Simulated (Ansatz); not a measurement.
**How much do the gradients of KBaYB2O6 depend on the method?**

Cell: a Materials Project structure (computed, not necessarily an observed phase).

Space group R3m:H (No. 160); a = 5.4740, c = 18.1709 Å, γ = 120.00°.

```
site  Wyckoff  site symmetry       x       y       z
   K       3a             3m  0.0000  0.0000  0.7802
  Ba       3a             3m  0.0000  0.0000  0.2077
   Y       3a             3m  0.0000  0.0000  0.0020
  B4       3a             3m  0.0000  0.0000  0.4132
  B5       3a             3m  0.0000  0.0000  0.5898
  O6       9b             .m  0.2941  0.1470  0.4129
  O9       9b             .m  0.7068  0.8534  0.5892
```

One atom of each set is listed; the run and its k-mesh use a cell of 11 atoms with edges of 6.83, 6.83, 6.83 Å.

First run. Method: Kohn–Sham DFT in Ansatz, PBE, plane waves and PAW, scalar-relativistic, 420 eV cutoff, Γ-centred 5×5×5 k-points, Fermi–Dirac smearing 0.02 eV.

| site | V_zz (10²¹ V/m²) | η |
| --- | --- | --- |
| K | 3.24 | 0.00 |
| Ba | 9.41 | 0.00 |
| Y | -2.89 | 0.00 |
| B4 | 2.57 | 0.00 |
| B5 | 2.54 | 0.00 |
| O6 | -6.46 | 0.71 |
| O9 | -4.86 | 0.94 |

Second run. The same atoms and settings, except that spin–orbit coupling is included (fully relativistic PAW files).

Q: What does the second run give?

A: 

```json
{"site": "K", "V_zz": "3.24", "η": "0.00", "change of V_zz": "0.00"}
{"site": "Ba", "V_zz": "9.43", "η": "0.00", "change of V_zz": "+0.02"}
{"site": "Y", "V_zz": "-2.89", "η": "0.00", "change of V_zz": "0.00"}
{"site": "B4", "V_zz": "2.57", "η": "0.00", "change of V_zz": "0.00"}
{"site": "B5", "V_zz": "2.54", "η": "0.00", "change of V_zz": "0.00"}
{"site": "O6", "V_zz": "-6.47", "η": "0.71", "change of V_zz": "-0.01"}
{"site": "O9", "V_zz": "-4.86", "η": "0.94", "change of V_zz": "0.00"}
```

No V_zz moves by more than 0.03.
